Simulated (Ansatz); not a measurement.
# CdPd: levels along high-symmetry lines

```
CELL_PARAMETERS angstrom
3.02760 0.00000 0.00000
0.00000 3.02760 0.00000
0.00000 0.00000 3.63100
ATOMIC_POSITIONS crystal
Cd 0.00000 0.00000 0.00000
Pd 0.50000 0.50000 0.50000
```

Atoms are numbered in the order listed.

The cell is COD entry 1524979, as deposited and not checked against the literature; nothing was relaxed.

Spin polarisation is left out, and whether a magnetic state lies lower isn't shown here.

Level of theory: Ansatz 0.2.0, DFT, PBEsol, all-electron LAPW, scalar-relativistic.

Numerical set-up: a Γ-centred 11×11×9 k mesh, Fermi–Dirac smearing of 0.05 eV, basis error target 0.5 meV/atom, no spin polarisation.

Points in fractions of the reciprocal vectors of this cell: Γ (0, 0, 0), X (0, 0.5, 0), M (0.5, 0.5, 0), Z (0, 0, 0.5), R (0, 0.5, 0.5), A (0.5, 0.5, 0.5). The path joins them by straight lines in the order Γ–X–M–Γ–Z–R–A–Z–X; legs that retrace an earlier one aren't tabulated. Energies are in eV from the Fermi level.

**Question.** Is there a gap?

**Answer.** none: bands cross the Fermi level, a metal.

**Question.** List the levels between -20 and 5.5 eV at the symmetry points.

**Answer.** 
Γ: -9.35, -9.20, -8.65, -8.30 (×2), -8.04, -3.54, -3.15, -1.73 (×2), -1.45, 3.07
X: -8.97, -8.70, -8.40, -8.38, -8.12, -4.96, -3.49, -3.44, -3.44, -2.48, -1.96, 0.22
M: -9.40, -8.93 (×2), -8.63, -7.59, -4.16, -2.21, -2.15 (×2), -0.86, -0.06 (×2), 4.80, 5.42
Z: -9.21, -8.87, -8.26 (×2), -8.00, -5.43, -5.35, -3.81, -2.41 (×2), -1.71, -1.56
R: -9.20, -9.06, -8.55, -8.37, -7.94, -4.71, -3.19, -1.96, -1.75, -1.46, -1.37, -0.78, 3.26, 3.77
A: -9.11, -8.82 (×2), -7.90, -7.59, -4.36, -4.10 (×2), -1.63, -0.85, 3.86
